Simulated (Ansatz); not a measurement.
Relaxed-ion elastic tensor of SiO2 (rutile, P4_2/mnm) in GPa (Voigt order), DFT-LDA in the program Ansatz with PAW potentials; density 4.34 g/cm³, 7.66 Å³ per atom.

```json
[
 {"": "1", "1": "450", "2": "222", "3": "194", "4": "0.0", "5": "0.0", "6": "0.0"},
 {"": "2", "1": "222", "2": "450", "3": "194", "4": "0.0", "5": "0.0", "6": "0.0"},
 {"": "3", "1": "194", "2": "194", "3": "747", "4": "0.0", "5": "0.0", "6": "0.0"},
 {"": "4", "1": "0.0", "2": "0.0", "3": "0.0", "4": "253", "5": "0.0", "6": "0.0"},
 {"": "5", "1": "0.0", "2": "0.0", "3": "0.0", "4": "0.0", "5": "253", "6": "0.0"},
 {"": "6", "1": "0.0", "2": "0.0", "3": "0.0", "4": "0.0", "5": "0.0", "6": "326"}
]
```

Q: Is the crystal mechanically stable?

A: Yes: the smallest eigenvalue of C is 228 GPa.

Q: Work out the Voigt, Reuss and Hill averages.

A: K_V = 319, K_R = 307, K_H = 313; G_V = 235, G_R = 206, G_H = 221 GPa.

Q: Give Young's modulus, Poisson's ratio, Pugh's ratio and the universal anisotropy index.

A: E = 9KG/(3K + G) = 537 GPa; ν = 0.21; K/G = 1.42 (brittle by the Pugh limit of 1.75); A_U = 5G_V/G_R + K_V/K_R − 6 = 0.74.

Q: Estimate the sound speeds and the Debye temperature.

A: v_l = √((K + 4G/3)/ρ) = 11800 m/s, v_t = √(G/ρ) = 7130 m/s, mean 7890 m/s; Θ = (h/k)(3n/4πV)^(1/3) v_m = 1190 K.

Q: Solve the Christoffel equation for the three sound speeds along x, y, z.

A: Eigenvalues of C_ijkl n_j n_l equal ρv². In km/s, slowest first: x 7.63, 8.66, 10.18; y 7.63, 8.66, 10.18; z 7.63, 7.63, 13.11.

Q: How much does each axis shrink under pressure?

A: Linear compressibilities β_i = Σ_j S_ij (j = 1 to 3): x 1.3, y 1.3, z 0.67 per TPa.

This is a known high-pressure phase of the composition, computed here at zero pressure and temperature. The cell was relaxed with LDA under the symmetry of its start; phonons on a q-mesh show no instability.

Potentials: the later of the program's two PAW sets.
